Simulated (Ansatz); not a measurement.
GaPt:
```xyz
8
Lattice="4.9195 0.0000 0.0000 0.0000 4.9195 0.0000 0.0000 0.0000 4.9195" Properties=species:S:1:pos:R:3 pbc="T T T"
Ga     0.4566     0.4566     0.4566
Ga     2.0032     4.4629     2.9164
Ga     2.9164     2.0032     4.4629
Ga     4.4629     2.9164     2.0032
Pt     1.9625     1.9625     1.9625
Pt     0.4973     2.9571     4.4222
Pt     4.4222     0.4973     2.9571
Pt     2.9571     4.4222     0.4973
```

Relaxed with r²SCAN. Special points in fractions of this cell's reciprocal vectors: Γ (0.000, 0.000, 0.000); X (0.000, 0.500, 0.000); M (0.500, 0.500, 0.000); R (0.500, 0.500, 0.500); X1 (0.500, 0.000, 0.000).

Q: List the band energies nearest the Fermi level at these points for the program Ansatz at the r²SCAN level (PAW).

A: In eV from the Fermi level; about four levels below and three above (degenerate sets whole), none deeper than 8.9 eV; points with the same levels are listed once.

```tsv
k	below	above
Γ	-1.57 -1.57 -1.57 -0.20 -0.20 -0.20	3.52 3.52 3.52
X	-1.54 -1.54 -0.68 -0.68	1.37 1.37 2.14 2.14
M	-2.45 -2.45 -2.18 -2.18	0.37 0.37 0.92 0.92
R	-0.89 -0.89 -0.89 -0.89	6.02 6.02 6.02 6.02
```

Space group P2_13. The first step of the workflow began from a Materials Project structure, measured or hypothetical; the Crystallography Open Database copy checked does not list it. With Ga and Pt taken as one species the cell has the higher symmetry Pa-3, so it may be an ordered model of a mixed-site phase. Its standing as an ambient phase is unchecked. Symmetry was held in the r²SCAN relaxation; of distortions, only those at the zone centre were tested. The run is not spin-polarised. Spin–orbit coupling is left out wherever it is not named.

Potentials: the later of the program's two PAW sets.
